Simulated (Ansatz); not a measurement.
Ionic part of the dielectric constant of MgS at 40 GPa, mode by mode

All numbers below come from DFT LDA, scalar-relativistic, plane waves, PAW in Ansatz 0.2.0. Plane waves to 420 eV; Γ-centred k mesh 8×8×8; fixed occupations. No spin polarisation. Phonons by linear response, acoustic sum rule imposed.

Symmetry: F-43m, No. 216, cubic system. The conventional cell has a = 5.006 Å, b = 5.006 Å, c = 5.006 Å, α = 90.00°, β = 90.00°, γ = 90.00°. Mg (site symmetry -43m) is surrounded by 4 S at 2.17 Å. S (site symmetry -43m) has 4 Mg at 2.17 Å as nearest neighbours.

Other phases may be more stable at this pressure.

The primitive cell has V = 31.37 Å³ and ε∞,zz = 4.517. Each polar mode adds Δε = (4.92064×10⁷/V)·S/ν² along z, with S its oscillator strength in e²/amu, ν in cm⁻¹ and V in Å³.

Problem. From these modes, find each Δε and ε0,zz.
```json
{"ν (cm⁻¹)": "545.1", "S_zz (e²/amu)": "0.2054"}
```

Solution.
```tsv
ν (cm⁻¹)	Δε
545.1	1.08
```

The sum is 1.084, so ε0,zz = 5.60; the run's tensor has 5.60.

Problem. Where do the longitudinal modes lie for a wave vector along z?

Solution. At 607 cm⁻¹. The Lyddane–Sachs–Teller product Π(ν_LO/ν_TO)² = 1.24 matches ε0/ε∞ = 1.24.

This zinc-blende form isn't the usual stable structure of the compound at low pressure.

Cost: 1 run of about 0.8 core-minutes, on Arm Neoverse N1 (shared hosts).